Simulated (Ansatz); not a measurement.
**Run on Fe3Ge (Pm-3m) — total moment held at 1.62 μB**

All numbers below come from DFT, PBEsol, all-electron LAPW, scalar-relativistic in Ansatz 0.2.0.

Command: `ansatz run input.yaml --threads 2 --pin off --max-ram 6144MiB --backend cpu --events-out ev --progress --plain --runs-dir out`

```yaml
crystal:
  lattice:
    - [3.66050052, 0.0, 0.0]
    - [0.0, 3.66050052, 0.0]
    - [0.0, 0.0, 3.66050052]
  atoms:
    - { symbol: Fe, position: [0.0, 0.5, 0.5], spin: 0.54 }
    - { symbol: Fe, position: [0.5, 0.5, 0.0], spin: 0.54 }
    - { symbol: Fe, position: [0.5, 0.0, 0.5], spin: 0.54 }
    - { symbol: Ge, position: [0.0, 0.0, 0.0] }
magnetization:
  spin_polarized: true
  initial_magnetization: 1.62
  spin_locking: { lock_magnetization: hard }
kpoints:
  mp_grid: { grid: [9, 9, 9] }
scf:
  occupations: { method: fermi_dirac, width: 0.03 }
  lower_state_search: "off"
hamiltonian:
  xc: pbesol
  pseudopotentials: { kind: all_electron, lapw: { basis_error: 0.001 } }
output:
  forces: true
  stress: true
  eigenvalues: false
```

The program prints:

```
settings of this run that can trade accuracy for cost: output.eigenvalues: false. Do not mix this run's numbers with those of runs without the same settings; the input reference describes each key
LAPW: plane waves up to 8.557 Å⁻¹, error target 1.0e-3 eV per atom; small_component_spin mean_spin; Fe in spheres of 1.294 Å, 16 of its electrons in bands, Dirac shells []; Ge in spheres of 1.294 Å, 22 of its electrons in bands, Dirac shells [] (how accurate: hamiltonian.pseudopotentials.lapw.basis_error, Limitations)
Engine: ansatz 0.2.0
Pseudopotentials: kind: all_electron
Pseudopotential: Fe, LAPW, valence charge 16, lapw/all_electron/scalar/gaussian/Fe, Koelling and Harmon's equation, gaussian nucleus
Pseudopotential: Ge, LAPW, valence charge 22, lapw/all_electron/scalar/gaussian/Ge, Koelling and Harmon's equation, gaussian nucleus
Functional definition: PBEsol
  exchange = pbesol_x
  correlation = pbesol_c
Crystal: 4 atoms, lattice volume = 49.048 Å³
Basis set: ecut = 278.95315556414374 eV, 485 PW (Γ), exchange–correlation at level 2
Bands: 43, of which v1, the nominal top of the filled ones, is band 35 counted from 1 (34 counted from 0)
Symmetry: 48 space group operations
Space group: Pm-3m (ITA 221), of the structure as read, at distance tolerance 3.7e-5 Å
Magnetic group: BNS 221.92 (UNI 1594), of the structure as read, at distance tolerance 3.7e-5 Å
k-points: 35 of 729
Non-local potential: Fe, projectors of the file, none
Non-local potential: Ge, projectors of the file, none
Initial density: superposition of atomic densities (chi_scale 0.1, normalization cell)
Starting moments: Σ|m| = 1.62 μB on 3 of 4 sites
Initial wavefunctions: plane waves of lowest kinetic energy (no species holds an atomic orbital)
Functional: x = pbesol(κ = 0.804, μ = 0.12345679012345678), c = pbesol(β = 0.046)
iter 1 solved again at ethr=1.32e-3 eV; its pass at ethr=1.00e-1 eV (dr2=9.22e-1 eV) is discarded
SCF iter   1: F=—  HF=-160881.989370 eV  |F-HF|=—  |Δ(HF+E_count)|=         —  Δρ=1.48e-2 (↑1.48e-2 ↓1.35e-2)  dr2=9.21e-1  dr2_m=2.28e-3  M=1.620 μB ∫|m|=1.687 μB  β_m=0.30  ethr=1.32e-3  ⟨swp⟩=2.0  Hψ=21420  notcnv=0
preconditioner: auto → Kerker (q_TF=auto, 2.895 Å⁻¹)  [metal: Δε(μ)=0.001 eV  Ē_g=10.752 eV  σ=0.030 eV  W_gap=0.01  n_scr=18 (ndim 8)  ℏωp=32.7 eV  f_vac=0.000  D(μ)=12.68/eV (n_scr^D=250)]
spin=Collinear: Kerker preconditioning applied to the charge; magnetization (m = ρ↑ − ρ↓) channel mixes plain (no charge-response kernel on spin).
SCF iter   2: F=—  HF=-160881.712011 eV  |F-HF|=—  |Δ(HF+E_count)|=   2.77e-1  Δρ=1.10e-2 (↑1.10e-2 ↓9.98e-3)  dr2=5.25e-1  dr2_m=1.51e-3  M=1.620 μB ∫|m|=1.705 μB  β_m=0.49  ethr=1.32e-3  ⟨swp⟩=2.0  Hψ=9136  notcnv=0
[...]
the basis was enlarged: its passes take 1.7 MiB over the memory plan, 2 of 2 planned eigensolver slots
[...]
SCF iter  10: F=—  HF=-160881.535708 eV  |F-HF|=—  |Δ(HF+E_count)|=   3.28e-4  Δρ=8.78e-5 (↑8.78e-5 ↓8.01e-5)  dr2=2.26e-5  dr2_m=5.43e-7  M=1.620 μB ∫|m|=1.834 μB  β_m=0.94  ethr=6.50e-8  ⟨swp⟩=3.0  Hψ=9493  notcnv=0
SCF iter  11: F=—  HF=-160881.535805 eV  |F-HF|=—  |Δ(HF+E_count)|=   9.77e-5  Δρ=5.52e-5 (↑4.46e-5 ↓5.52e-5)  dr2=8.71e-6  dr2_m=1.73e-7  M=1.620 μB ∫|m|=1.835 μB  β_m=0.97  ethr=3.23e-8  ⟨swp⟩=3.0  Hψ=8944  notcnv=0
SCF iter  12: F=—  HF=-160881.535848 eV  |F-HF|=—  |Δ(HF+E_count)|=   4.30e-5  Δρ=1.67e-5 (↑1.67e-5 ↓1.34e-5)  dr2=1.44e-7  dr2_m=3.84e-8  M=1.620 μB ∫|m|=1.835 μB  β_m=0.99  ethr=1.24e-8  ⟨swp⟩=3.0  Hψ=9322  notcnv=0
SCF iter  13: F=—  HF=-160881.535852 eV  |F-HF|=—  |Δ(HF+E_count)|=   4.22e-6  Δρ=1.09e-5 (↑7.12e-6 ↓1.09e-5)  dr2=1.10e-7  dr2_m=1.17e-8  M=1.620 μB ∫|m|=1.835 μB  β_m=0.92  ethr=2.06e-10  ⟨swp⟩=3.0  Hψ=10028  notcnv=0
SCF iter  14: F=—  HF=-160881.535854 eV  |F-HF|=—  |Δ(HF+E_count)|=   1.06e-6  Δρ=8.41e-6 (↑6.55e-6 ↓8.41e-6)  dr2=1.11e-7  dr2_m=9.03e-10  M=1.620 μB ∫|m|=1.835 μB  β_m=0.71  ethr=1.58e-10  ⟨swp⟩=3.0  Hψ=9964  notcnv=0
SCF iter  15: F=-160881.535853 eV  HF=-160881.535853 eV  |F-HF|=4.77e-9  |Δ(HF+E_count)|=   4.59e-7  Δρ=1.66e-6 (↑1.66e-6 ↓1.61e-6)  dr2=6.87e-9  dr2_m=1.82e-10  M=1.620 μB ∫|m|=1.835 μB  ethr=1.58e-10  ⟨swp⟩=3.0  Hψ=9051  notcnv=0
SCF 1 converged in 15 iterations: F = -160881.535853 eV  dr2 = 6.87e-9
SCF converged after 15 iterations
Stability checked in part: among states of this total moment the steps that led to this state did not find it unstable. No probe was made; neither looks for a lower state of another moment (fixed_total_moment; see scf.lower_state_search)
Magnetization: 1.6200 μB (35.8100 up, 34.1900 down)
Absolute magnetization: 1.8346 μB (∫|ρ↑−ρ↓|)
Spin contamination: 0.1576 ħ² per cell (⟨S²⟩ above its minimum at these occupations)
Per-site moments (μB) at R_I (Å): [(0.5709986474033286, 1.294182350829613), (0.5709986474033286, 1.294182350829613), (0.5709986474033286, 1.294182350829613), (-0.05660067317819717, 1.2941823508296129)]
Free energy (F): -160881.535853 eV
Harris-Foulkes:  -160881.535853 eV  (|F-HF|=4.77e-9)
Internal energy: -160881.504429 eV  (E = F + TS)
E sigma→0 (E₀):  -160881.520141 eV
Entropy (-TS):   -0.031424 eV (-7.856 meV/atom)
Fermi energy:    17.845610 (↑ 17.638136, ↓ 18.053084) eV
--- Per-component energies (eV) ---
  E_band       = -1521.164986
  E_kinetic    = 163467.319095
  E_xc         = -6595.947638
  E_electrostatic = -317752.875886  (all electrons and nuclei)
  E_smearing   = -0.031424  (= −TS)
  E_closure    = 0.000000  (closes the sum)
  E_atoms      = -160848.017351  (free atoms, spherical and without spin; not in F)
  Σ components = -160881.535853   (vs F -160881.535853, Δ=0.00e0)
  Basis errors (estimates in eV, not in F): energy 2.6e-4 per atom: plane waves 2.0e-4 (9.9e-5 summed), levels above the bands 1.1e-76, relativity 8.4e-9, radial functions 6.2e-5, core shells 3.7e-9; eigenvalues (radial functions only) 9.3e-7; not estimated: angular momenta, meshes, grids; target (lapw.basis_error) 1.0e-3; muffin-tin radii Fe 1.294 Å, Ge 1.294 Å
--- Forces (eV/Å), atoms counted from 1 ---
  atom   1  Fe     0.00000000     0.00000000    -0.00000000
  atom   2  Fe    -0.00000000    -0.00000000    -0.00000000
  atom   3  Fe     0.00000000    -0.00000000    -0.00000000
  atom   4  Ge    -0.00000000    -0.00000000     0.00000000
  max |Σ_I F_I| component: 1.35e-30 eV/Å
--- Stress (GPa, compression-positive) ---
      -23.595093      -0.000000       0.000000
       -0.000000     -23.595093       0.000000
        0.000000       0.000000     -23.595093
  P = ⅓ Tr σ = -23.5951 GPa (-235.951 kbar)
settings of this run that can trade accuracy for cost: output.eigenvalues: false. Do not mix this run's numbers with those of runs without the same settings; the input reference describes each key
```

Site moments (μB): Fe1 0.57, Fe2 0.57, Fe3 0.57, Ge4 -0.06. Cell moment 1.62 μB.

The magnetic group in the log treats spin as a scalar label, without spin–orbit coupling.

The Ansatz runs typed with the search for lower states off end where their start leads. None of this fixes the real material's magnetic order: only patterns that fit the cell were computed, at zero temperature, with a functional that can overstate moments.

It took 22 s on 2 threads of AMD EPYC 9R14 (Zen 4) (shared host), peak memory 0.71 GiB.
